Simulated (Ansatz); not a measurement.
Polymorphs of IrC, each relaxed with plane-wave PAW PBE (Ansatz code):

A: zinc blende (F-43m)
a = b = c = 4.6209 Å, α = β = γ = 90.00°

```tsv
atom	site	symmetry	x	y	z
Ir	4a	-43m	0.0000	0.0000	0.0000
C	4d	-43m	0.7500	0.7500	0.7500
```

B: P-6m2
a = b = 3.044 Å, c = 2.667 Å, α = β = 90.00°, γ = 120.00°

```tsv
atom	site	symmetry	x	y	z
Ir	1a	-6m2	0.0000	0.0000	0.0000
C	1d	-6m2	0.3333	0.6667	0.5000
```

C: rock salt (Fm-3m)
a = 4.3946 Å, b = 4.3946 Å, c = 4.3946 Å, α = 90.00°, β = 90.00°, γ = 90.00°

```tsv
atom	site	symmetry	x	y	z
Ir	4a	m-3m	0.0000	0.0000	0.0000
C	4b	m-3m	0.5000	0.5000	0.5000
```

Q: Rank these by energy per atom at 0 K (lowest first), as PBE gives it.

A: A (+0 meV/atom), B (+711 meV/atom), C (+920 meV/atom)

Typed or built starts, not in the databases checked: A; B; C. All cells were relaxed under the symmetry of their starts (and spin orders); stability against distortions was not tested throughout. Named crystals with no word on spin ran without spin polarisation. Spin–orbit coupling is left out wherever it is not named.

Energies hold the estimated change up to a 700 eV cutoff; steps of a few meV lie near the error of the meshes.

Potentials: the earlier of the program's two PAW sets.
